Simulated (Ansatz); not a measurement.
Screening note. Surface loss at microwave frequencies, Drude damping in the near infrared and electronic heat conduction all follow from the resistivity and the plasma energy of a metal.

The reference row is bcc W. Frequency 30 GHz, photon energy 1.0 eV, T = 300 K, Lorenz number 2.44×10⁻⁸ WΩ/K². All rows are cubic metals, run without spin polarisation.

Levels of theory (Ansatz, a plane-wave PAW program): resistivity, plasma energy, N(E_F): PBEsol, Boltzmann equation with harmonic phonons, 300 K, mean over directions.

Whether these are the forms stable at ambient conditions was not checked: LaTe (rock salt); InTe (rock salt); LaSe (rock salt). Spin–orbit coupling is left out unless named.

| crystal | ρ (μΩ·cm) | ħω_p (eV) | N(E_F) (states/eV/atom) |
|---|---|---|---|
| LaTe (rock salt) | 24 | 4.9 | 0.79 |
| bcc W, reference | 5.1 | 7.9 | 0.44 |
| InTe (rock salt) | 19 | 6.8 | 0.43 |
| LaSe (rock salt) | 18 | 5.4 | 0.63 |

Model: R_s = √(πfμ₀ρ) = 6.283 mΩ × √(f ρ); ħγ = ħε₀ω_p²ρ = 0.1345 meV × (ħω_p)² ρ; quality = ω/γ; κ_e = L₀T/ρ = 732/ρ.

Question: Compute surface resistance, damping ħγ, Drude quality and electronic κ for InTe (rock salt), showing the steps.

Answer: 
- R_s = 6.283 × √(30 × 19) = 150 mΩ
- ħγ = 0.1345 × 6.8² × 19 = 118 meV
- Drude quality: 1000/118 = 8.5
- κ_e = 732/19 = 39 W/(m·K)

Question: Which order results for Drude quality (highest first)?

Answer: The same steps for every row:

| crystal | surface resistance (mΩ) | damping ħγ (meV) | Drude quality | electronic κ (W/(m·K)) |
|---|---|---|---|---|
| LaTe (rock salt) | 170 | 77.5 | 13 | 31 |
| bcc W, reference | 78 | 42.8 | 23 | 140 |
| InTe (rock salt) | 150 | 118 | 8.5 | 39 |
| LaSe (rock salt) | 150 | 70.6 | 14 | 41 |

By Drude quality (highest first): bcc W (23 ± 4.4), LaSe (rock salt) (14 ± 2.6) ≈ LaTe (rock salt) (13 ± 2.4), InTe (rock salt) (8.5 ± 1.6). The ± follows from allowances picked for this note (resistivity 12 %, plasma energy 4 %, 12 % for the model), carried to first order and added in quadrature; ≈ joins neighbours closer than their two ± added in quadrature. 0 of the 3 others clearly beat the reference on this figure.

Only phonon scattering is included, so films lose more. Interband absorption, often the larger optical loss, is outside the Drude quality. Resistivities move by up to 12 % from half the mesh. The rows are a sample of cubic metals; oxides, V to Ni (no spin in these runs) and Tl, Pb, Bi were not drawn. Limits of the draw: cubic metals without O, V to Ni, Tl, Pb or Bi. As a rule kept out of such tables: 4f compounds, open-shell compounds run without a Hubbard term, cells found unstable in the tests at hand, cells close to a higher symmetry, and runs set to a pressure or over 12 % in volume from the crystal's fullest run.
